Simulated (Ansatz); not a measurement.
AlPt$_{3}$ (Cu3Au type, Pm-3m) at seven volumes, PBEsol (plane waves, PAW; program Ansatz), shape and atoms relaxed at each. One row is withheld.

```csv
V (Å³/atom),P (GPa)
13.226,30.28
13.662,18.32
14.098,?
14.534,0.02
14.971,-6.91
15.407,-12.68
15.843,-17.46
```

**Question.** Fit the shown pressures and predict the withheld one.

**Answer.** P = (3/2)B₀(x^(7/2) − x^(5/2))[1 + (3/4)(B′ − 4)(x − 1)] with x = (V₀/V)^(2/3). Least squares on the six rows gives V₀ = 14.536 Å³/atom, B₀ = 252 GPa, B′ = 5.08. At V = 14.098, x = 1.0206 and P = 8.33 GPa. The run itself gave 8.35 GPa.

The workflow started from a Materials Project entry (that database holds measured and hypothetical structures alike); the Crystallography Open Database copy checked does not list it. With Al and Pt taken as one species the cell has the higher symmetry Fm-3m, so it may be an ordered model of a mixed-site phase. Whether it is the stable phase at ambient conditions was not checked. The cell was relaxed with PBEsol under the symmetry of its start; of distortions, only those at the zone centre were tested. No spin polarisation was allowed. Scalar-relativistic: spin–orbit coupling is off unless named, which matters more the heavier the elements.

Potentials: the later of the program's two PAW sets.
